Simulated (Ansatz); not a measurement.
The calculation used DFT PBE, scalar-relativistic, plane waves, PAW in Ansatz. Cutoff 420 eV, Γ-centred meshes of about 0.25 Å⁻¹ or finer for metals and 0.3 Å⁻¹ for insulators (2π included), Gaussian smearing. No spin polarisation.

All energies are static (0 K, no zero-point motion).

Two relaxed structures of Sn₂TeO₃:

A. Space group P3m1 (No. 156), trigonal, a = 3.274 Å, c = 13.624 Å. Around Sn on its first site lie 6 O at 2.13–2.14 Å; Sn on its second site has 3 O at 2.16 Å, 6 Sn at 3.27 Å and 3 Te at 3.75 Å; around Te lie 6 Te at 3.27 Å and 3 Sn at 3.75 Å; O on its first site has 3 Sn at 2.13 Å; O on its second site is surrounded by 3 Sn at 2.14 Å; 1 more site not described.

B. Space group Immm (No. 71), orthorhombic, a = 3.471 Å, b = 4.099 Å, c = 18.780 Å. Around Sn lie 4 O at 2.20–2.29 Å; Te has 2 O at 2.05 Å; O on a site of symmetry mmm is surrounded by 2 Te at 2.05 Å; O on a site of symmetry mm2 has 4 Sn at 2.20–2.29 Å and 4 O at 2.71 Å.

Task: Which form is favoured at zero pressure, and by what margin per atom?

Result: A is lower, by 81 meV/atom. A has space group P3m1 (No. 156), 21.1 Å³/atom and no gap on its mesh; B has space group Immm (No. 71), 22.3 Å³/atom and no gap. Counting O or Te atoms around Sn (for each partner element, those within 1.25 times its shortest distance or 1.15 times the sum of covalent radii, where it is the nearest in units of that sum or under 1.3; a slash parts the counts of unlike sites), A has Sn 3/6 and B has Sn 4. Both come from trial cells of a structure search.

Weakly bound directions are ill-defined at this level, which has no dispersion term (P3m1, Immm), and this can change margins and order among such cells. These runs have no spin–orbit coupling, which can matter for Te. The zero gap of Immm may come from the functional, which often closes small gaps. A has imaginary phonons (to 110i cm⁻¹), so it is a saddle point at this level. Other cells relaxed within their symmetry can be saddle points.
